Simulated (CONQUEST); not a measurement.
Input and output of a self-consistent single point for Au (Fm-3m, 4 atoms in the cell; from Materials Project mp-81) (CONQUEST).

Level of theory: PBE, numerical atomic orbitals double-zeta with polarisation (the shipped basis) contracted to multi-site support functions of range 8 bohr, PseudoDojo norm-conserving potentials made for PBE run with CONQUEST.

```
CELL_PARAMETERS angstrom
      4.17129     0.00000     0.00000
      0.00000     4.17129     0.00000
      0.00000     0.00000     4.17129
ATOMIC_POSITIONS crystal
  Au 0.00000 0.00000 0.00000
  Au 0.00000 0.50000 0.50000
  Au 0.50000 0.00000 0.50000
  Au 0.50000 0.50000 0.00000
```

Reference input (self-consistent single point, DFT, PBE, numerical atomic orbitals double-zeta with polarisation (the shipped basis), PseudoDojo norm-conserving potentials made for PBE): basis = DZP; Diag.MPMeshX, Y, Z = 5 5 5; potentials = PseudoDojo norm-conserving PBE; Grid.GridCutoff = 140 Ha; DM.SolutionMethod = diagon; Diag.SmearingType = 1; Diag.kT = 0.001837 Ha; Diag.GammaCentred = true; Diag.MPOrder = 1; minE.SCTolerance = 1.0e-06; SC.MaxIters = 100; SC.LinearMixingFactor = 0.5. This run's input differs from it in these lines:

```diff
@@ -12,2 +12,9 @@
 %endblock
+%block Au
+  Atom.NumberOfSupports    10
+  Atom.MultisiteRange      8
+  Atom.LFDRange            8
+%endblock
+Basis.MultisiteSF              T
+Multisite.LFD                  T
```

Log, with long lists cut:

```
    PulayMixSC: Starting Pulay mixing, A_up =  0.500 A_dn =  0.500
    PulayMixSC: Spin non-polarised calculation.
    PulayMixSC: with Kerker preconditioning, q0 =  0.300
          Harris-Foulkes Energy            :      -592.780547257745411 Ha
          Free Energy (E-TS)               :      -592.780620697325162 Ha
    PulayMixSC: Pulay iteration     1 residual:              0.21754E-02
          Harris-Foulkes Energy            :      -592.751216237800691 Ha
          Free Energy (E-TS)               :      -592.751284499539793 Ha
    PulayMixSC: Pulay iteration     2 residual:              0.12977E-02
   [... lines left out ...]
          Free Energy (E-TS)               :      -592.738026833381355 Ha
    PulayMixSC: Pulay iteration     7 residual:              0.23821E-05
          Harris-Foulkes Energy            :      -592.737948734976726 Ha
          Free Energy (E-TS)               :      -592.738023643490578 Ha
    PulayMixSC: Pulay iteration     8 residual:              0.14766E-05
          Harris-Foulkes Energy            :      -592.737948719307610 Ha
          Free Energy (E-TS)               :      -592.738023632508657 Ha
    PulayMixSC: Pulay iteration     9 residual:              0.20614E-06
    PulayMixSC: Reached SCF tolerance of  0.20614E-06 after      9 iterations
      | Number of electrons      =        76.000059
      | GS Energy with kT -> 0   =      -592.737998661441566 Ha
      | Free Energy as E-TS      =      -592.738023632508657 Ha
      |* Harris-Foulkes energy   =      -592.737948719307610 Ha
      |* DFT total energy        =      -592.737948719862061 Ha

    force: Forces on atoms (Ha/a0)
    force:  Atom   X              Y              Z
    force:     1   0.0000000000   0.0000000000  -0.0000000000
   [... zero for the other atoms too ...]

    force: Maximum force :        0.00000000(Ha/a0) on atom         2 in z direction
    force: Force Residual:        0.00000000 Ha/a0
    force: Total stress:          2.10777432    -0.00000000    -0.00000000 GPa
                            -0.00000000     2.10777432    -0.00000000
                            -0.00000000    -0.00000000     2.10777432
    force: Average pressure:     -2.10777432 GPa

    get_E_and_F: Change in energy during last step of electronic optimisation:  0.15669E-07
```

The run converged in 9 iterations. CONQUEST prints the stress tensor with tension positive. Against the reference run the free energy goes up by 100 meV/atom and the pressure goes from 1.10 to -2.11 GPa.

The program uses no crystal symmetry, so grid and mesh can part values that symmetry would make equal. The atom-centred basis is finite, which shifts total energies and pressures against plane waves. This run is one point of a test of settings, so its values need not be converged; read them against the reference run alone. The structure comes from a collection of computed structures, made at another level of theory; the collection holds predicted forms beside known ones. No clean gap shows at this smearing width and mesh (spacing up to 0.30 Å⁻¹); the mesh is coarse for partly filled bands, so the values carry mesh errors.

Cost on one core: about 2.7 core-minutes (a rough figure).
